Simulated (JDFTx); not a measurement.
Unstrained cell:

```json
{
  "surface": "W(110)",
  "bulk": "W, Im-3m, lattice of mp-91 (not re-optimised)",
  "slab": "4 atoms in 4 planes, 1x1, 6.7 Å between the outermost planes",
  "in-plane cell": "3.170 × 2.746 Å, 7.11 Å²",
  "cell_height": "22.7 Å",
  "sampling": "10×10×1 k mesh, Fermi smearing 0.01 Ha, no spin polarisation"
}
```

Level of theory: PBE, GBRV ultrasoft potentials, plane waves to 20/100 Ha; code: JDFTx (a modified build). The in-plane lattice is scaled by the biaxial strain ε at a fixed k mesh and cell height, and all atoms off the mid-plane are relaxed in vacuum within the cell's symmetry. Zero strain is the lattice given, not this level's minimum.

| ε (%) | work function (eV) |
|---|---|
| -3 | 5.00 |
| -1.5 | withheld |
| 0 | 4.87 |
| 1.5 | 4.81 |
| 3 | 4.75 |

### Question
Fit W = sε + W₀ to the other rows by least squares, predict the withheld value, and compare with the run.

### Answer
The fit gives s (eV/%) = -0.0417, W₀ (eV) = 4.87, with a root-mean-square miss of 0.002 eV on its own rows. It predicts 4.94 eV; the run gives 4.93 eV, a miss of 0.01 eV.
